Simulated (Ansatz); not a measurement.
A relaxed cell of Rb₅Na₂S is given with its symmetry left out. The cell was found from a structure generator's guess, not taken from experiment.

Method: DFT PBE, scalar-relativistic, plane waves, PAW (Ansatz). Cutoff 420 eV, Γ-centred mesh, Gaussian smearing, no spin polarisation.

```cif
data_structure
_symmetry_space_group_name_H-M 'P 1'
_symmetry_Int_Tables_number 1
_cell_length_a 6.4318
_cell_length_b 6.4318
_cell_length_c 11.9114
_cell_angle_alpha 90.000
_cell_angle_beta 90.000
_cell_angle_gamma 120.000
_cell_volume 426.73
loop_
_atom_site_label
_atom_site_type_symbol
_atom_site_fract_x
_atom_site_fract_y
_atom_site_fract_z
_atom_site_occupancy
Rb1 Rb 0.33333 0.66667 0.16278 1
Rb2 Rb 0.66667 0.33333 0.16278 1
Rb3 Rb 0.66667 0.33333 0.83722 1
Rb4 Rb 0.33333 0.66667 0.83722 1
Rb5 Rb 0.00000 0.00000 0.50000 1
Na1 Na 0.33333 0.66667 0.50000 1
Na2 Na 0.66667 0.33333 0.50000 1
S1 S 0.00000 0.00000 0.00000 1
```

The zero of energy is the elements' standard structures at the same level; no fitted shifts are applied.

Problem. Find its symmetry and describe it.

Solution. P6/mmm (No. 191). Conventional cell: a = 6.432 Å, c = 11.911 Å. Rb on a site of symmetry 3m has 4 Rb at 3.71–3.88 Å, 1 Na at 4.02 Å and 3 S at 4.19 Å; Rb on a site of symmetry 6/mmm has 6 Na at 3.71 Å; Na has 3 Rb at 3.71 Å, 3 Na at 3.71 Å and 2 Rb at 4.02 Å; around S lie 12 Rb at 4.19 Å.

Problem. What is its formation energy per atom?

Solution. −0.06 eV/atom. It lies below the elements, which doesn't yet make it stable against other compounds or structures.

Problem. Is it a metal?

Solution. Yes, bands cross the Fermi level on the 6×6×4 mesh.

The last run used a 6×6×4 mesh (in the run's order of axes) for its 8-atom cell and Gaussian smearing of 0.10 eV. The reference form of S is held partly by dispersion forces, which this level lacks. A structure relaxed within its symmetry needn't be a true minimum.
